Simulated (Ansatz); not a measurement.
TaGe in space group I4_1md (No. 109; Ta on 4a, Ge on 4a) under volume change, the program Ansatz at the PBE level (PAW), shape and atoms relaxed at each volume.

```tsv
V (Å³/atom)	E − E(relaxed) (meV/atom)	P (GPa)
16.464	83.8	17.92
17.007	35.2	10.98
17.550	[?]	[?]
18.093	0.0	0.00
18.635	7.5	-4.32
19.178	[?]	[?]
19.721	61.2	-11.14
```

Some entries are withheld; supply them.


- 19.178, E − E(relaxed) (meV/atom): 28.6
- 19.178, P (GPa): -8.01
- 17.550, E − E(relaxed) (meV/atom): 8.3
- 17.550, P (GPa): 5.05

What does a third-order Birch–Murnaghan fit give for V₀, B₀ and B′?

V₀ = 18.09 Å³/atom, B₀ = 155 GPa, B′ = 4.3.

The cell is a constructed one: a structure type filled with these elements; neither database checked (COD, Materials Project) lists it. Its standing as an ambient phase is unchecked. Symmetry was held in the PBE relaxation; whether a distortion lowers the energy is not shown. The run is not spin-polarised. Scalar-relativistic: spin–orbit coupling is off unless named, which matters more the heavier the elements.

Potentials: the later of the program's two PAW sets.
